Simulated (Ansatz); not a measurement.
Be:
```
CELL_PARAMETERS angstrom
      2.22606     0.00000     0.00000
     -1.11303     1.92783     0.00000
      0.00000     0.00000     3.51612
ATOMIC_POSITIONS crystal
  Be 0.33333 0.66667 0.75000
  Be 0.66667 0.33333 0.25000
```

Relaxed with LDA. Special points in fractions of this cell's reciprocal vectors: Γ (0.000, 0.000, 0.000); M (0.500, 0.000, 0.000); K (0.333, 0.333, 0.000); A (0.000, 0.000, 0.500); L (0.500, 0.000, 0.500); H (0.333, 0.333, 0.500).

Question: List the band energies nearest the Fermi level at these points for plane-wave PAW LDA (Ansatz code).

Answer: In eV from the Fermi level; about four levels below and three above (degenerate sets whole), none deeper than 8.9 eV; … stands for higher levels left out; points with the same levels are listed once.

| k | below | above |
|---|---|---|
| Γ | -4.68 | 1.30 … |
| M | -5.18 -3.15 | 3.64 6.63 … |
| K | -2.60 -1.01 -1.01 | … |
| A | – | 10.92 10.92 … |
| L | -3.80 -3.80 | 1.79 1.79 … |
| H | -1.23 -1.23 | 0.31 0.31 … |

Space group P6_3/mmc (hcp (Mg type)). The cell was relaxed with LDA under the symmetry of its start.

Potentials: the earlier of the program's two PAW sets.
